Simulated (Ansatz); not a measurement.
Fields on a plane of MnO (rock salt)

```xyz
2
Lattice="0.0000 2.2202 2.2202 2.2202 0.0000 2.2202 2.2202 2.2202 0.0000" Properties=species:S:1:pos:R:3 pbc="T T T"
O      0.0000     0.0000     0.0000
Mn     2.2202     2.2202     2.2202
```

The slice is a {100} plane (indices of the conventional cell) through the point (0.500, 0.500, 0.500) (fractional), spanned by u = [100] and v = [0 1 -1] in vectors of this cell: u (3.14 Å) and v (3.14 Å, at 90° to u). It covers one period; positions are fractions (u, v).

Atoms on it: O at (0.50, 0.50); Mn at (0.00, 0.00).

All values below come from PBE (plane waves to 420 eV, PAW, scalar-relativistic; Ansatz, a quantum-chemistry and plane-wave program). k mesh 18×18×18. Inside the PAW spheres the values are not all-electron values, and peaks at nuclei hang on which shells count as valence. MnO is run spin-polarised and with no Hubbard U; the real compound is an antiferromagnetic insulator, a state that this run doesn't describe. MnO was relaxed with its symmetry unable to fall. Relaxed MnO ends ferromagnetic. The magnetic order is the one the run started from; other orders were not tried.

```
v \ u  0.00  0.12  0.25  0.38  0.50  0.62  0.75  0.88
-----  ----  ----  ----  ----  ----  ----  ----  ----
0.94    1.4   1.0   0.0  -0.7  -0.9  -0.7   0.0   1.0
0.84    0.9   0.5  -0.3  -0.6  -0.6  -0.6  -0.3   0.5
0.75    0.0  -0.2  -0.4  -0.2  -0.1  -0.2  -0.4  -0.2
0.66   -0.6  -0.6  -0.3   0.2   0.5   0.2  -0.3  -0.6
0.56   -0.9  -0.7  -0.1   0.6   0.8   0.6  -0.1  -0.7
0.47   -0.9  -0.7  -0.1   0.6   0.9   0.6  -0.1  -0.7
0.38   -0.8  -0.7  -0.2   0.4   0.7   0.4  -0.2  -0.7
0.28   -0.2  -0.4  -0.4  -0.1   0.1  -0.1  -0.4  -0.4
0.19    0.6   0.3  -0.4  -0.5  -0.4  -0.5  -0.4   0.3
0.09    1.2   0.9  -0.1  -0.7  -0.8  -0.7  -0.1   0.9
0.00    1.5   1.1   0.0  -0.8  -0.9  -0.8   0.0   1.1
```

Values: log₁₀ of the valence density in e/Å³. The scale is logarithmic, as a density can span decades between atoms and voids.

```
|xxxx9764310000000000000134679xxx|
|xxxx8754210000000000000124578xxx|
|xxx876532000000000000000235678xx|
|x9876542100001122211000012456789|
|77765431000012333332100001345677|
|66554310000124555554210000134556|
|44432100001356777776531000012344|
|33221000013578899988753100001223|
|11100000135789999999875310000011|
|00000001357999999999997531000000|
|00000013579999999999999753100000|
|0000012578999998x899999875210000|
|00001246899999xxxxx9999986421000|
|0000135789999xxxxxxx999987531000|
|0000235799998xxxxxxx899997532000|
|000023579999xxxxxxxxx99997532000|
|0000235799998xxxxxxx899997532000|
|0000135789999xxxxxxx999987531000|
|00001246899999xxxxx9999986421000|
|0000012578999998x899999875210000|
|00000013579999999999999753100000|
|00000001357999999999997531000000|
|11100000135789999999875310000011|
|33221000013578899988753100001223|
|44432100001356777776531000012344|
|66554310000124555554210000134556|
|77765431000012333332100001345677|
|x9876542100001122211000012456789|
|xxx876532000000000000000235678xx|
|xxxx8754210000000000000124578xxx|
|xxxx9764310000000000000134679xxx|
|xxxxx76431000000000000013467xxxx|
```
Scale: ten equal steps from 0.09 (start of '0') to 0.82 (end of '9'), in the order '0123456789'. Values: electron localisation function (ELF). The map has 32 points along u (one character each, u = 0 at the left) and 32 along v (v = 0 in the bottom row). Points within 0.4 Å of a nucleus are blanked (x), as the pseudised field means little there.

| Item | Result |
|---|---|
| Density on the O–Mn line (2.22 Å) at its midpoint | 0.36 e/Å³ |
| ELF at that point | 0.14 |
